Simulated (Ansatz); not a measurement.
Data:

CaTiO₃:
```
CELL_PARAMETERS angstrom
      2.69975     1.55870     4.44273
     -2.69975     1.55870     4.44273
      0.00000    -3.11740     4.44273
ATOMIC_POSITIONS crystal
  Ca 0.27614 0.27614 0.27614
  Ca 0.77614 0.77614 0.77614
  Ti 0.01619 0.01619 0.01619
  Ti 0.51619 0.51619 0.51619
  O  0.74850 0.18288 0.32659
  O  0.32659 0.74850 0.18288
  O  0.18288 0.32659 0.74850
  O  0.82659 0.68288 0.24850
  O  0.24850 0.82659 0.68288
  O  0.68288 0.24850 0.82659
```

This is the PBEsol-relaxed structure. Cartesian axes are those of the cell as given.

Q: All from PBEsol in the plane-wave PAW code Ansatz, unless another level is named. Estimate the highest zone-centre frequency (without LO–TO term).

A: 815 cm⁻¹.

Q: Give the Poisson's ratio.

A: 0.28.

Q: What about the piezoelectric stress constants (proper, relaxed ions, C/m²)?

A: e15 = e24 = 3.63, e16 = e21 = -1.62, e22 = 1.62, e31 = e32 = 1.59, e33 = 5.35.

Space group R3c. The start of the workflow was typed in or built on a structure type; neither database checked (COD, Materials Project) lists it. COD files the formula under space group No. 11, 62, 65, 140, 221. Its standing as an ambient phase is unchecked. The cell was relaxed with PBEsol under the symmetry of its start; its stability against distortions is not shown here. The workflow began spin-polarised and lost its moments. Signs of piezoelectric constants follow the polarity of the cell as given.

Potentials: the earlier of the program's two PAW sets. The files were generated under PBE; for other functionals the program regenerates the frozen cores, and for LDA and PBEsol the local potential too.
